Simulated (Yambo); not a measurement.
BSE-type run in Yambo on BaHI (space group P4/nmm, No. 129), at zero momentum.

Quantum ESPRESSO step (LDA, PseudoDojo standard norm-conserving files, scalar-relativistic):
```
&CONTROL
  calculation = 'nscf'
  pseudo_dir = './pseudo'
  outdir = './out'
/
&SYSTEM
  ibrav = 0
  nat = 6
  ntyp = 3
  ecutwfc = 74.0
  ecutrho = 296.0
  occupations = 'fixed'
  force_symmorphic = .true.
  nbnd = 88
/
&ELECTRONS
  conv_thr = 6.000000000000001e-09
  diago_full_acc = .true.
  diago_thr_init = 1e-08
/
ATOMIC_SPECIES
H 1.0080 H.upf
I 126.9045 I.upf
Ba 137.3270 Ba.upf
CELL_PARAMETERS angstrom
  4.775810000000   0.000000000000   0.000000000000
  0.000000000000   4.775810000000   0.000000000000
  0.000000000000   0.000000000000   7.800230000000
ATOMIC_POSITIONS crystal
H   0.500000000000   0.500000000000   0.000000000000
H   0.000000000000   0.000000000000   0.000000000000
I   0.000000000000   0.500000000000   0.659570000000
I   0.500000000000   0.000000000000   0.340430000000
Ba   0.500000000000   0.000000000000   0.826900000000
Ba   0.000000000000   0.500000000000   0.173100000000
K_POINTS automatic
4 4 4 0 0 0
```

Yambo input:
```
rim_cut
optics
bse
bss
dipoles
em1s
RandQpts= 1000000
RandGvec= 1 Ry
FFTGvecs= 40 Ry
Chimod= "HARTREE"
BSKmod= "SEX"
BSEmod= "resonant"
BSSmod= "hs"
BSENGexx= 15 Ry
BSENGBlk= 3 Ry
% KfnQP_E
 1.56 | 1.0 | 1.0 |
%
% BSEQptR
 1 | 1 |
%
% BSEBands
 11 | 35 |
%
% BEnRange
 0.0 | 10.6 | eV
%
% BDmRange
 0.15 | 0.15 | eV
%
BEnSteps= 212
% BLongDir
 1.0 | 0.0 | 0.0 |
%
BSHayTrs= -0.02
BSSNEig= 24
WRbsWF
% BndsRnXs
 1 | 84 |
%
NGsBlkXs= 3 Ry
% LongDrXs
 1.0 | 1.0 | 1.0 |
%
```

From the report:

The dimension is k points × valence × conduction bands = 64 × 8 × 17 = 8704.
```
   [SLEPC] Approach                          : Krylov-Schur
   [SLEPC] Number of requested eigenvalues   :  24
   [SLEPC] Number of eigenvalues        [NEV]:  24
    [K] Dimension                                    :   8704
    [K] Bands                                        :   11   35
    [K] Exchange res                                 : yes
    [K] Correlation res                              : yes
    [K] W interaction is bare                        : no
    [K] RL vectors exchange                          :  1195
    [K] RL vectors correlation                       :  125
    [W] Matrix size                                  :  125
    [W] Bands                                        :    1   84
    [W] Coulomb Cutoff                               : none
    [W] Hxc Kernel                                   : HARTREE
```

Spin-orbit coupling is not included.

Geometry of the Materials Project entry, not relaxed at this level.
